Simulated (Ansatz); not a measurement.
Bi$_{2}$Te$_{3}$:
```yaml
crystal:
  lattice:
    - [2.17703, 1.25691, 9.95683]
    - [-2.17703, 1.25691, 9.95683]
    - [0.00000, -2.51382, 9.95683]
  atoms:
    - { symbol: Bi, position: [0.59974, 0.59974, 0.59974] }
    - { symbol: Bi, position: [0.40026, 0.40026, 0.40026] }
    - { symbol: Te, position: [0.79102, 0.79102, 0.79102] }
    - { symbol: Te, position: [0.20898, 0.20898, 0.20898] }
    - { symbol: Te, position: [0.00000, 0.00000, 0.00000] }
```

Relaxed with LDA. Special points in fractions of this cell's reciprocal vectors: Γ (0.000, 0.000, 0.000); T (0.500, 0.500, 0.500); H2 (0.823, 0.177, 0.500); H0 (0.500, -0.177, 0.177); L (0.500, 0.000, 0.000); S0 (0.339, -0.339, 0.000); S2 (0.661, 0.000, 0.339); F (0.500, 0.000, 0.500).

Question: List the band energies nearest the valence-band maximum at these points for plane-wave PAW LDA (Ansatz code).

Answer: In eV from the valence-band maximum; about four levels below and three above (degenerate sets whole), none deeper than 8.9 eV; points with the same levels are listed once.

| k | below | above |
|---|---|---|
| Γ | -1.83 -1.83 -0.92 -0.92 0.00 | 0.15 0.54 0.54 |
| T | -1.51 -1.51 -1.26 -1.26 -0.49 | 0.80 1.10 1.10 |
| H2 | -2.63 -2.05 -0.97 -0.77 | 1.21 1.43 2.61 |
| L | -3.09 -2.54 -0.94 -0.49 | 0.49 0.98 2.72 |
| S0 | -3.10 -1.66 -1.45 -0.62 | 1.06 2.04 2.10 |
| F | -2.11 -1.88 -1.67 -0.91 | 0.82 1.50 2.10 |

Space group R-3m. Symmetry was held in the LDA relaxation. A crystal of weakly bound layers computed without a dispersion correction: the cell and the soft elastic constants depend strongly on that. Spin–orbit coupling is left out wherever it is not named.

Potentials: the earlier of the program's two PAW sets. The files were generated under PBE; for other functionals the program regenerates the frozen cores, and for LDA and PBEsol the local potential too.
